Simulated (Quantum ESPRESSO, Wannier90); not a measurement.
# KTlO2 (R-3m): Wannier90 run

```
begin unit_cell_cart
ang
   -1.7267599886    2.9908360328    0.0000000000
   -3.4535199773    0.0000000000    0.0000000000
   -1.7267599886    0.9969453443    6.1022400000
end unit_cell_cart
begin atoms_frac
K    0.5000000000  0.5000000000  0.5000000000
Tl   0.0000000000  0.0000000000  0.0000000000
O    0.2679210000  0.2679210000  0.1962370000
O   -0.2679210000 -0.2679210000 -0.1962370000
end atoms_frac
```

Materials Project entry mp-8175; symmetrised, unrelaxed at this level. Not found in the COD (Crystallography Open Database) copy used; not checked further. Level: PBEsol, no spin polarisation, no spin-orbit coupling; pw.x of Quantum ESPRESSO at 68 Ry with PseudoDojo potentials, 10×10×10 k-points, Wannier90. Density: 10×10×10 mesh, cold smearing 0.01 Ry. Spin-orbit coupling is left out although heavy elements are present.

Bands 4-6 form an isolated set from -12.17 to -11.38 eV relative to the valence-band maximum (on the path) and are turned into 3 Wannier functions by minimising the spread from the start: atomic waves K 3p.

Task: Where do the functions sit, how wide are they and what are they made of?

Result: 
| functions | spread (Å²) | nearest atom, distance (Å) | second atom, distance (Å) | weight on atomic waves |
|---|---|---|---|---|
| 1 | 1.18 | K 0.00 | O 2.72 | K 3p 95 % |
| 2 | 0.91 | K 0.00 | O 2.72 | K 3p 97 % |

Ω_I = 3.00 Å², Ω_total = 3.01 Å²; the interpolated bands follow pw.x to 0.0 meV rms on the path. Only this start was tried; a symmetric start can stop on a saddle, and mixtures of these functions could lower the total by at most Ω_total − Ω_I.
